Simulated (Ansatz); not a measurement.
Consider the following.

TiO$_{2}$ (rutile)

```xyz
6
Lattice="4.5967 0.0000 0.0000 0.0000 4.5967 0.0000 0.0000 0.0000 2.9537" Properties=species:S:1:pos:R:3 pbc="T T T"
Ti     0.0000     0.0000     0.0000
Ti     2.2984     2.2984     1.4768
O      1.4002     1.4002     0.0000
O      3.6986     0.8981     1.4768
O      0.8981     3.6986     1.4768
O      3.1965     3.1965     0.0000
```

The volume is varied about the relaxed value V₀ at fixed cell shape. The atoms relax within the cell's symmetry.

These are r2SCAN (plane waves to 500 eV, PAW, scalar-relativistic; Ansatz, a quantum-chemistry and plane-wave program) values and carry that method's errors. k mesh 7×7×11 (Γ-centred), Fermi-Dirac smearing 0.05 eV. The energy includes the smearing's −TS. Compression counts positive. With the shape held, the modulus is that of even scaling; a crystal free to change shape is softer. TiO2 is run without spin polarisation. TiO2 was relaxed with its symmetry unable to fall. ΔE is measured from the relaxed starting cell.

The scan covers V/V₀ from 0.840 to 1.160 in 13 points.

What is ΔE at V/V₀ = 0.840?

272.9 meV/atom.

What is ΔE at V/V₀ = 1.160?

150.0 meV/atom.

What pressure does the cell carry at V/V₀ = 0.840?

61.4 GPa.

(Under strain, the slope of the energy per volume gives the stress and its curvature an elastic modulus.)
